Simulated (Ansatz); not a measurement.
MoN$_{2}$ in space group P4/mbm (No. 127; Mo on 2a, N on 4h), r²SCAN in the plane-wave PAW code Ansatz, all energies at zero smearing, with the estimated change up to a 700 eV cutoff added, with one set of potentials and settings (totals compare only within such a set). Cell of 6 atoms (2 Mo, 4 N): -11474.332 eV.

| element | reference phase | E (eV/atom) |
|---|---|---|
| Mo | Im-3m, 1 atoms in the cell | -4967.5975 |
| N | Pa-3, 8 atoms in the cell | -384.8315 |

Formation energy per atom, worked out: (-11474.332 − 2×(-4967.5975) − 4×(-384.8315))/6 = 0.032 eV/atom (3 kJ per mol of atoms), at 0 K, without zero-point energy or fitted corrections.

The workflow started from a Materials Project entry (that database holds measured and hypothetical structures alike); the Crystallography Open Database copy checked does not list it. Its standing as an ambient phase is unchecked. The r²SCAN relaxation kept the symmetry of its start; its stability against distortions is not shown here. The run is not spin-polarised. The references are the lowest solids computed at this level, not always the standard phases (solids in place of the gases).

Potentials: the later of the program's two PAW sets.
